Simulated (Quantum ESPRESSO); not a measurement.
# Ge4Si4: input and log of a self-consistent run

A calculation, not a measurement. The program is pw.x of Quantum ESPRESSO 7.5 (plane-wave density functional theory). The cell is made up: 8 atoms on a zincblende/diamond lattice, with randomly drawn elements, strain and displacements, not relaxed. PseudoDojo standard norm-conserving files (v0.5 for PBE, v0.4.1 for LDA and PBEsol) set the functional; there is no spin polarisation, spin-orbit coupling or dispersion term, and the masses in the input are unused placeholders.

Input:

```
&control calculation='scf', pseudo_dir='./dojo.nc.sr.pbe.v0_5.standard.upf', outdir='./o', disk_io='medium', tprnfor=.true., tstress=.true. /
&system ibrav=0, nat=8, ntyp=2, nbnd=46, ecutwfc=77.98206166, nosym=.true., tot_charge=0,
 occupations='smearing', smearing='fd', degauss=0.0073498644
/
&electrons conv_thr=7.350e-09, electron_maxstep=60, /
ATOMIC_SPECIES
Ge 1.0 Ge.upf
Si 1.0 Si.upf
CELL_PARAMETERS angstrom
5.7101 0.0 0.0
0.0 5.7101 0.0
0.0 0.0 5.7101
ATOMIC_POSITIONS angstrom
Ge 0.0083 -0.0075 -0.0367
Si 0.0954 2.8111 2.8348
Ge 2.8811 0.0354 2.8329
Si 2.8373 2.8626 -0.0337
Ge 1.4202 1.3897 1.4404
Si 1.4213 4.2265 4.3297
Ge 4.3282 1.4515 4.3087
Si 4.2642 4.3118 1.3942
K_POINTS automatic
6 6 6 1 1 1
```

The log is shortened where brackets say so; the opening notice, blank lines, dates and the lines on written files are dropped, and the path of the files is cut. It prints rydbergs, bohrs and kilobars, and counts compression as positive stress.

```
     Program PWSCF v.7.5
     Parallel version (MPI & OpenMP), running on       1 processor cores
     Number of MPI processes:                 1
     Threads/MPI process:                     1
     [start-up lines left out]
     bravais-lattice index     =            0
     lattice parameter (alat)  =      10.7905  a.u.
     unit-cell volume          =    1256.3995 (a.u.)^3
     number of atoms/cell      =            8
     number of atomic types    =            2
     number of electrons       =        72.00
     number of Kohn-Sham states=           46
     kinetic-energy cutoff     =      77.9821  Ry
     charge density cutoff     =     311.9282  Ry
     scf convergence threshold =      7.3E-09
     mixing beta               =       0.7000
     number of iterations used =            8  plain     mixing
     Exchange-correlation= PBE
                           (   1   4   3   4   0   0   0)
     [axes and pseudopotential details left out]
   Cartesian axes
     site n.     atom                  positions (alat units)
         1        Ge     tau(   1) = (   0.0014536  -0.0013135  -0.0064272  )
         2        Si     tau(   2) = (   0.0167072   0.4923031   0.4964537  )
         3        Ge     tau(   3) = (   0.5045621   0.0061995   0.4961209  )
         4        Si     tau(   4) = (   0.4968915   0.5013222  -0.0059018  )
         5        Ge     tau(   5) = (   0.2487172   0.2433758   0.2522548  )
         6        Si     tau(   6) = (   0.2489098   0.7401797   0.7582529  )
         7        Ge     tau(   7) = (   0.7579902   0.2541987   0.7545752  )
         8        Si     tau(   8) = (   0.7467820   0.7551181   0.2441639  )
     number of k points=   108  Fermi-Dirac smearing, width (Ry)=  0.0073
     Number of k-points >= 100: set verbosity='high' to print them.
     Dense  grid:   116681 G-vectors     FFT dimensions: (  64,  64,  64)
     Estimated max dynamical RAM per process >     156.78 MB
     Initial potential from superposition of free atoms
     starting charge      71.9943, renormalised to      72.0000
     Starting wfcs are   52 randomized atomic wfcs
     total cpu time spent up to now is       53.8 secs
     per-process dynamical memory:   124.7 Mb
     Self-consistent Calculation
     iteration #  1     ecut=    77.98 Ry     beta= 0.70
     Davidson diagonalization with overlap
     ethr =  1.00E-02,  avg # of iterations =  3.6
     Threshold (ethr) on eigenvalues was too large:
     Diagonalizing with lowered threshold
     Davidson diagonalization with overlap
     ethr =  1.92E-04,  avg # of iterations =  6.5
     total cpu time spent up to now is      434.2 secs
     total energy              =    -748.37554635 Ry
     estimated scf accuracy    <       0.15415110 Ry
     iteration #  2     ecut=    77.98 Ry     beta= 0.70
     Davidson diagonalization with overlap
     ethr =  2.14E-04,  avg # of iterations =  1.6
     total cpu time spent up to now is      539.0 secs
     total energy              =    -748.37974371 Ry
     estimated scf accuracy    <       0.01187371 Ry
     iteration #  3     ecut=    77.98 Ry     beta= 0.70
     Davidson diagonalization with overlap
     ethr =  1.65E-05,  avg # of iterations =  4.9
     total cpu time spent up to now is      657.4 secs
     total energy              =    -748.38064906 Ry
     estimated scf accuracy    <       0.00722871 Ry
     iteration #  4     ecut=    77.98 Ry     beta= 0.70
     Davidson diagonalization with overlap
     ethr =  1.00E-05,  avg # of iterations =  2.6
     total cpu time spent up to now is      792.9 secs
     total energy              =    -748.38227198 Ry
     estimated scf accuracy    <       0.00012222 Ry
     iteration #  5     ecut=    77.98 Ry     beta= 0.70
     Davidson diagonalization with overlap
     c_bands:  1 eigenvalues not converged
     ethr =  1.70E-07,  avg # of iterations =  5.7
     total cpu time spent up to now is      967.6 secs
     total energy              =    -748.38230741 Ry
     estimated scf accuracy    <       0.00002484 Ry
     iteration #  6     ecut=    77.98 Ry     beta= 0.70
     Davidson diagonalization with overlap
     ethr =  3.45E-08,  avg # of iterations =  2.0
     total cpu time spent up to now is     1108.6 secs
     total energy              =    -748.38231219 Ry
     estimated scf accuracy    <       0.00000263 Ry
     iteration #  7     ecut=    77.98 Ry     beta= 0.70
     Davidson diagonalization with overlap
     ethr =  3.65E-09,  avg # of iterations =  2.4
     total cpu time spent up to now is     1239.8 secs
     total energy              =    -748.38231303 Ry
     estimated scf accuracy    <       0.00000020 Ry
     iteration #  8     ecut=    77.98 Ry     beta= 0.70
     Davidson diagonalization with overlap
     ethr =  2.77E-10,  avg # of iterations =  2.9
     total cpu time spent up to now is     1393.3 secs
     total energy              =    -748.38231309 Ry
     estimated scf accuracy    <       0.00000002 Ry
     iteration #  9     ecut=    77.98 Ry     beta= 0.70
     Davidson diagonalization with overlap
     ethr =  2.55E-11,  avg # of iterations =  3.2
     total cpu time spent up to now is     1553.6 secs
     End of self-consistent calculation
     [lines on levels left out]
!    total energy              =    -748.38231309 Ry
     estimated scf accuracy    <          1.4E-09 Ry
     smearing contrib. (-TS)   =      -0.00041221 Ry
     internal energy E=F+TS    =    -748.38190089 Ry
     The total energy is F=E-TS. E is the sum of the following terms:
     one-electron contribution =    -476.99268225 Ry
     hartree contribution      =     279.45181777 Ry
     xc contribution           =    -186.62626037 Ry
     ewald contribution        =    -364.21477604 Ry
     convergence has been achieved in   9 iterations
     Forces acting on atoms (cartesian axes, Ry/au):
     atom    1 type  1   force =    -0.00289380   -0.02427511    0.01573453
     atom    2 type  2   force =    -0.03766049    0.03896244    0.00731210
     atom    3 type  1   force =     0.00041226   -0.03552831    0.02535926
     atom    4 type  2   force =     0.01049710    0.00560159    0.02487151
     atom    5 type  1   force =     0.01387471    0.02033390   -0.02347530
     atom    6 type  2   force =     0.01151244    0.00658374   -0.03431488
     atom    7 type  1   force =    -0.00837266    0.02015863   -0.02273782
     atom    8 type  2   force =     0.01263044   -0.03183688    0.00725061
     Total force =     0.105974     Total SCF correction =     0.000214
     Computing stress (Cartesian axis) and pressure
          total   stress  (Ry/bohr**3)                   (kbar)     P=      -33.08
  -0.00022438  -0.00007449   0.00002459          -33.01      -10.96        3.62
  -0.00007449  -0.00022561   0.00001653          -10.96      -33.19        2.43
   0.00002459   0.00001653  -0.00022462            3.62        2.43      -33.04
     init_run     :     49.27s CPU     53.66s WALL (       1 calls)
     electrons    :   1425.39s CPU   1499.87s WALL (       1 calls)
     forces       :     17.94s CPU     18.15s WALL (       1 calls)
     stress       :     64.06s CPU     66.78s WALL (       1 calls)
     [timing details left out]
     PWSCF        :  25m57.23s CPU  27m20.41s WALL
     JOB DONE.
```

In other units: free energy -10182.260 eV for the cell, pressure -3.31 GPa, largest force component 1.002 eV/Å. A rerun of this cell at 1347 eV and a 8 x 8 x 8 mesh moved values by no more than 0.003 eV in energy, 0.02 GPa in stress and 0.002 eV/Å in force.